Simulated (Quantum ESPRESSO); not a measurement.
Space group F-43m (No. 216); a = b = c = 6.0525 Å, α = β = γ = 90.00°

```tsv
atom	site	symmetry	x	y	z
Se	4a	-43m	0.0000	0.0000	0.0000
Cd	4c	-43m	0.2500	0.2500	0.2500
```
(The calculation used a cell of 2 atoms; values per cell refer to that cell.)

The PBEsol cell relaxed from Materials Project entry mp-2691 was given an isotropic strain of -0.5 % on all lattice vectors, and the atoms were relaxed again.

Question: What does PBE (stringent potentials; pw.x of Quantum ESPRESSO, ONCV potentials, no spin-orbit coupling) give for the electronic structure near the Fermi level?

Answer: The PBE gap is direct, 0.64 eV at Γ. Spin-orbit splittings are left out.
